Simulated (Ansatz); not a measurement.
LiRh, DFT, PBEsol, PAW with Ansatz's default frozen-core files, scalar-relativistic (Ansatz 0.2.0), on 1 thread of AMD EPYC 7R43 64-Core Processor (Zen 3) (shared host).

Command: `ansatz run input.yaml --threads 1 --pin off --max-ram 2048MiB --backend cpu --events-out ev --progress --plain --runs-dir out`

```yaml
crystal:
  lattice:
    - [2.4138868842, 0.0, 0.0]
    - [-1.2069434421, 2.0904873636, 0.0]
    - [0.0, 0.0, 3.1340797998]
  atoms:
    - { symbol: Li, position: [0.0, 0.0, 0.5] }
    - { symbol: Rh, position: [0.6666666667, 0.3333333333, 0.0], spin: 1.0 }
magnetization:
  spin_polarized: true
kpoints:
  mp_grid: { grid: [16, 16, 8] }
  band_path:
    path:
      - [0.0, 0.0, 0.0]
      - [0.5, 0.0, 0.0]
      - [0.3333333333, 0.3333333333, 0.0]
      - [0.0, 0.0, 0.0]
      - [0.0, 0.0, 0.5]
      - [0.5, 0.0, 0.5]
      - [0.3333333333, 0.3333333333, 0.5]
      - [0.0, 0.0, 0.5]
      - [0.5, 0.0, 0.5]
    npoints: 6
scf:
  occupations: { method: fermi_dirac, width: 0.05 }
hamiltonian:
  xc: pbesol
  pseudopotentials: { kind: paw }
output:
  forces: true
  stress: true
  eigenvalues: true
  populations: true
```

**Question.** How large is the problem that the program sets up?

**Answer.** 150 irreducible k-points, 305 plane waves at Γ, 15 bands.

**Question.** About how long does it take?

**Answer.** 13 s of wall time for 10 SCF iterations. Times on shared machines scatter by tens of per cent.
